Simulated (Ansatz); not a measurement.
Cu Kα1 powder pattern (kinematic, no thermal factors).
2θ (°) (relative intensity): 26.08 (100, 1 1 1), 30.20 (58, 2 0 0), 43.23 (43, 2 2 0), 51.19 (47, 3 1 1), 53.64 (15, 2 2 2), 62.80 (7, 4 0 0), 69.19 (19, 3 3 1), 71.25 (19, 4 2 0), 79.30 (14, 4 2 2), 85.19 (15, 5 1 1)

The pattern is computed from a structure relaxed with DFT PBE, scalar-relativistic, plane waves, PAW (Ansatz). No spin polarisation. Its elements are Ba, N.

Task: Give the structure.

Result: Ba4N.
Space group Pm-3m (No. 221). a = 5.914 Å, b = 5.914 Å, c = 5.914 Å, α = 90.00°, β = 90.00°, γ = 90.00°
| atom | site | symmetry | x | y | z |
| --- | --- | --- | --- | --- | --- |
| Ba | 3c | 4/mm.m | 0.0000 | 0.5000 | 0.5000 |
| Ba | 1a | m-3m | 0.0000 | 0.0000 | 0.0000 |
| N | 1b | m-3m | 0.5000 | 0.5000 | 0.5000 |

A pattern alone doesn't exclude other cells with like lines; this is the one computed.

The cell was found from a structure generator's guess, not taken from experiment.
